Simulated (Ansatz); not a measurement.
**Which element?**

Cell vectors (Å):

```
 2.1425  1.2370  7.9264
-2.1425  1.2370  7.9264
 0.0000 -2.4739  7.9264
```

| atom | a | b | c |
| --- | --- | --- | --- |
| Cs | 0.0000 | 0.0000 | 0.0000 |
| La | 0.5000 | 0.5000 | 0.5000 |
| X | 0.2295 | 0.2295 | 0.2295 |
| X | 0.7705 | 0.7705 | 0.7705 |

Level of theory: PBEsol, PAW on Ansatz 0.2.0's default frozen-core files (fitted under PBE), scalar-relativistic. k mesh 6×6×6, strains of ±0.005, fixed occupations.

Elastic constants of a crystal by Kohn-Sham DFT: slopes of the stress over finite engineering strains of the given cell, Voigt indices, Cartesian axes as in the cell vectors.

| index | elastic (GPa) |
| --- | --- |
| 11 | 73.9 |
| 12 | 24 |
| 13 | 24.9 |
| 14 | 7.8 |
| 33 | 67.9 |
| 44 | 21 |

Task: All X atoms are one element. Which one was computed?

Result: S; the crystal is CsLaS₂ (R-3m, a database entry that needn't be its stable phase).

Known limits: frozen-core PAW files fitted under PBE, their cores solved anew for the functional of the run.
